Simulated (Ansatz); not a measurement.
**Calculated electrostatic potentials at the N nuclei for Si₃N₄**

Cell: a computed structure from the Materials Project (it need not be an observed phase), atoms as given.

```cif
data_Si3N4
_symmetry_space_group_name_H-M 'P6_3/m'
_symmetry_Int_Tables_number 176
_cell_length_a 7.6045
_cell_length_b 7.6045
_cell_length_c 2.9052
_cell_angle_alpha 90.000
_cell_angle_beta 90.000
_cell_angle_gamma 120.000
loop_
_atom_site_label
_atom_site_type_symbol
_atom_site_symmetry_multiplicity
_atom_site_Wyckoff_symbol
_atom_site_fract_x
_atom_site_fract_y
_atom_site_fract_z
Si Si 6 h 0.2311 0.8249 0.7500
N7 N 2 d 0.3333 0.6667 0.7500
N9 N 6 h 0.9692 0.6699 0.7500
```

One atom of each set is listed.

Level of theory: DFT, LDA, plane waves and PAW (field gradients read without the response of the frozen cores, which leaves them typically 4 to 6 % off), scalar-relativistic, 420 eV cutoff, Γ-centred 4×4×10 k-points, Fermi–Dirac smearing 0.02 eV (Ansatz 0.2.0).

The potential at a nucleus is that of all electrons and the other nuclei. A higher potential binds the core electrons more strongly, so differences between sites of one element are the initial-state part of core-level shifts.

(1) Rank the N sites by the potential at the nucleus, lowest first, and give each against the lowest.
A. N7: 3 Si at 1.73 Å
B. N9: 3 Si at 1.73–1.74 Å

## Answers

(1) A (0.00 V), B (0.40 V).
